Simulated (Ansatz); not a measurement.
# TlSn: all-electron results

```
Tl Sn
1.0
     3.61473    0.00000    0.00000
     0.00000    3.61473    0.00000
     0.00000    0.00000    4.37500
Tl Sn
1 1
Direct
  0.00000 0.00000 0.00000
  0.50000 0.50000 0.50000
```

Atom numbers follow the list: Tl1, Sn2.

The conventional cell has a = 3.615 Å, b = 3.615 Å, c = 4.375 Å, α = 90.00°, β = 90.00°, γ = 90.00°. Tl (atom 1) is surrounded by 8 Sn at 3.36 Å and 4 Tl at 3.61 Å. Sn (atom 2) is surrounded by 8 Tl at 3.36 Å and 4 Sn at 3.61 Å.

The cell comes from COD entry 1539744, which wasn't checked; take it as a given geometry.

No spin–orbit coupling, which matters for the heavy atoms here.

Levels of theory: DFT, LDA, all-electron LAPW, scalar-relativistic (Ansatz 0.2.0); DFT, LDA, PAW with Ansatz's default frozen-core files, scalar-relativistic (Ansatz 0.2.0).

For LAPW: a Γ-centred 9×9×8 k mesh, Fermi–Dirac smearing of 0.08 eV, basis error target 0.25 meV/atom, no spin polarisation. PAW takes a cutoff of 420 eV at this cell (files made with PBE, cores remade for this functional). The Ansatz runs share mesh, smearing and spin set-up. Values come from LAPW unless marked.

```
Löwdin charges (with 0.03 e of the cell spilling out of the atomic basis, so their sizes and signs hang on that basis) : Tl1 -0.19, Sn2 0.23 e
Density of states at the Fermi level (0.2 eV bin)                                                                      : 1.02 states/eV per cell
Band gap                                                                                                               : none: with an odd electron count and no spin polarisation the bands can't all be full, a metal in this set-up (spin order or a larger cell could open a gap)
Volume per atom                                                                                                        : 192.9 bohr³
```

(1) Predict this quantity. Pressure at this cell.

(2) Give the computed value. Stress xx, yy, zz (compression positive).

(3) Bader charges (from the PAW run): what does the calculation give?

Results:

(1) -3.29 GPa.

(2) -3.52, -3.52, -2.83 GPa.

(3) Tl1 -0.08, Sn2 +0.08 e.
